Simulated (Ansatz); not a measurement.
Data:

Zr2Ni:
```
CELL_PARAMETERS angstrom
     -3.18119     3.18119     2.54332
      3.18119    -3.18119     2.54332
      3.18119     3.18119    -2.54332
ATOMIC_POSITIONS crystal
  Zr 0.16296 0.66296 0.82592
  Zr 0.83704 0.33704 0.17408
  Zr 0.66296 0.83704 0.50000
  Zr 0.33704 0.16296 0.50000
  Ni 0.75000 0.75000 0.00000
  Ni 0.25000 0.25000 0.00000
```

This is the LDA-relaxed structure.

Problem. All from plane-wave PAW LDA (Ansatz code), unless another level is named. Estimate the highest zone-centre frequency.

Solution. 29.1 meV.

Problem. Predict the bulk modulus (Birch–Murnaghan fit).

Solution. 138 GPa.

Space group I4/mcm. The workflow started from a Materials Project entry (that database holds measured and hypothetical structures alike); the Crystallography Open Database files this formula in space group No. 140, but the cells were not matched. Whether it is the stable phase at ambient conditions was not checked. The LDA relaxation kept the symmetry of its start; of distortions, only those at the zone centre were tested. No spin polarisation was allowed.

Potentials: the later of the program's two PAW sets.
